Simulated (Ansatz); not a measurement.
GaN:
```xyz
2
Lattice="0.0000 2.1084 2.1084 2.1084 0.0000 2.1084 2.1084 2.1084 0.0000" Properties=species:S:1:pos:R:3 pbc="T T T"
N      0.0000     0.0000     0.0000
Ga     2.1084     2.1084     2.1084
```

Relaxed with r²SCAN.

Task: Give the Bader charges and basin volumes of the independent atoms, the program Ansatz at the r²SCAN level (PAW).

Result: 

```json
[
 {"atom": "N1", "Bader charge (e)": "-1.76", "Bader volume (Å³)": "11.3"},
 {"atom": "Ga2", "Bader charge (e)": "+1.76", "Bader volume (Å³)": "7.4"}
]
```

Space group Fm-3m (rock salt). This is a known high-pressure phase of the composition, computed here at zero pressure and temperature. The r²SCAN relaxation kept the symmetry of its start; whether a distortion lowers the energy is not shown.

Potentials: the later of the program's two PAW sets.
